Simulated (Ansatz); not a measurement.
Sr (fcc, Cu type)

```yaml
crystal:
  lattice:
    - [0.00000, 3.01446, 3.01446]
    - [3.01446, 0.00000, 3.01446]
    - [3.01446, 3.01446, 0.00000]
  atoms:
    - { symbol: Sr, position: [0.00000, 0.00000, 0.00000] }
```

Grid over V/V₀ and (c/a)/(c/a)₀, subscript 0 meaning the relaxed cell; the conventional c axis lies along z; no internal relaxation.

The numbers are results of PBE (plane waves to 420 eV, PAW, scalar-relativistic; Ansatz, an electronic-structure program), not measurements. k mesh 13×13×13 (Γ-centred), Fermi-Dirac smearing 0.05 eV. Compression counts positive. With partly filled bands, the response to shear is sensitive to the k mesh, so small differences along c/a are uncertain. Sr was relaxed with its symmetry unable to fall.

At one point of the scan the stress tensor (GPa) is:

```
    0.1      0.0      0.0
    0.0      0.1      0.0
    0.0      0.0     -0.3
```

Task: Which point is it?
A) V/V₀ = 0.960, (c/a)/(c/a)₀ = 1.120
B) V/V₀ = 1.000, (c/a)/(c/a)₀ = 1.060
C) V/V₀ = 1.040, (c/a)/(c/a)₀ = 1.000
D) V/V₀ = 0.920, (c/a)/(c/a)₀ = 1.060

Result: B, V/V₀ = 1.000, (c/a)/(c/a)₀ = 1.060

(Under strain, the slope of the energy per volume gives the stress and its curvature an elastic modulus.)
